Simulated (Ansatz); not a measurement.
VN (rock salt), conventional cell a = b = c = 4.117 Å, α = β = γ = 90.00°. The calculation uses the primitive cell of 2 atoms, to which meshes and values per cell refer.

Two coordinates are scanned: the volume, and the ratio of the stretch along z (the conventional c axis) to the stretch across it. Atoms keep their fractional coordinates.

All values below come from PBE (plane waves to 420 eV, PAW, scalar-relativistic; Ansatz, an electronic-structure program). k mesh 19×19×19 (Γ-centred), Fermi-Dirac smearing 0.05 eV. E stands for the smeared free energy. With partly filled bands, the response to shear is sensitive to the k mesh, so small differences along c/a are uncertain. VN is run without spin polarisation. VN was relaxed with its symmetry unable to fall. The last digit holds for this mesh only.

Changes of ΔE (meV/atom) from the point V/V₀ = 1.000, (c/a)/(c/a)₀ = 1.000 when one coordinate moves alone (two changes are said to add if the coupling is within 5 % of the smaller one, nearly so within 20 %):

```json
[
 {"point": "V/V₀ = 1.000, (c/a)/(c/a)₀ = 0.880", "change": "158.8"},
 {"point": "V/V₀ = 1.000, (c/a)/(c/a)₀ = 0.920", "change": "62.8"},
 {"point": "V/V₀ = 1.000, (c/a)/(c/a)₀ = 0.960", "change": "13.9"},
 {"point": "V/V₀ = 0.920, (c/a)/(c/a)₀ = 1.000", "change": "63.4"},
 {"point": "V/V₀ = 0.947, (c/a)/(c/a)₀ = 1.000", "change": "26.8"},
 {"point": "V/V₀ = 0.973, (c/a)/(c/a)₀ = 1.000", "change": "6.4"},
 {"point": "V/V₀ = 1.027, (c/a)/(c/a)₀ = 1.000", "change": "5.8"},
 {"point": "V/V₀ = 1.053, (c/a)/(c/a)₀ = 1.000", "change": "22.2"},
 {"point": "V/V₀ = 1.080, (c/a)/(c/a)₀ = 1.000", "change": "47.7"},
 {"point": "V/V₀ = 1.000, (c/a)/(c/a)₀ = 1.040", "change": "11.6"},
 {"point": "V/V₀ = 1.000, (c/a)/(c/a)₀ = 1.080", "change": "43.3"},
 {"point": "V/V₀ = 1.000, (c/a)/(c/a)₀ = 1.120", "change": "90.6"}
]
```

Problem. Do the two effects add at V/V₀ = 0.947, (c/a)/(c/a)₀ = 1.120? Give the computed change.

Solution. The sum of the single changes is 26.8 + (90.6) = 117.4; the calculation gives 143.4, so the coupling contributes 26.0 (over 20 % of the smaller single change, not additive).

Problem. What is the change at V/V₀ = 0.947, (c/a)/(c/a)₀ = 1.040, where both move, and how far is it from the sum?

Solution. The sum of the single changes is 26.8 + (11.6) = 38.4; the calculation gives 41.6, so the coupling contributes 3.2 (over 20 % of the smaller single change, not additive).

(Under strain, the slope of the energy per volume gives the stress and its curvature an elastic modulus.)
